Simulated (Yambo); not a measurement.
Yambo run on Sr2CuBrO2 (space group R-3m, No. 166). The wavefunctions are norm-conserving LDA (Quantum ESPRESSO, 92 Ry, without SOC) ones on a 4×4×4 mesh (29 occupied bands); a = 9.7282 Å, b = 9.7282 Å, c = 9.7282 Å, α = 24.01°, β = 24.01°, γ = 24.01°.

Yambo input:

```
rim_cut
HF_and_locXC
RandQpts= 1000000
RandGvec= 1 Ry
EXXRLvcs= 92 Ry
VXCRLvcs= 368 Ry
% QPkrange
 1 | 1 | 29 | 30 |
 3 | 3 | 29 | 30 |
 7 | 7 | 29 | 30 |
 13 | 13 | 29 | 30 |
%
```

k points by index: 1 = Γ, 3 = L, 7 = F, 13 = Z.

Resulting energies as the program prints them:

```
#    K-point    Band    Eo [eV]    Ehf [eV]    Vxc [eV]    Vnlxc [eV]
#
    1    29    -0.273914    -8.156125    -27.66182    -35.54403
    1    30    2.198744    5.871564    -15.89566    -12.22284
    3    29    0.000000    -7.600279    -27.26597    -34.86625
    3    30    2.516881    6.418539    -9.960101    -6.058443
    7    29    -0.001351    -7.602877    -27.27549    -34.87701
    7    30    2.605990    6.467582    -10.01670    -6.155107
    13    29    -0.224265    -8.004056    -27.43548    -35.21527
    13    30    2.968202    7.539006    -9.026734    -4.455930
```
Exchange alone, without screening.

Geometry of the Materials Project entry, not relaxed at this level.
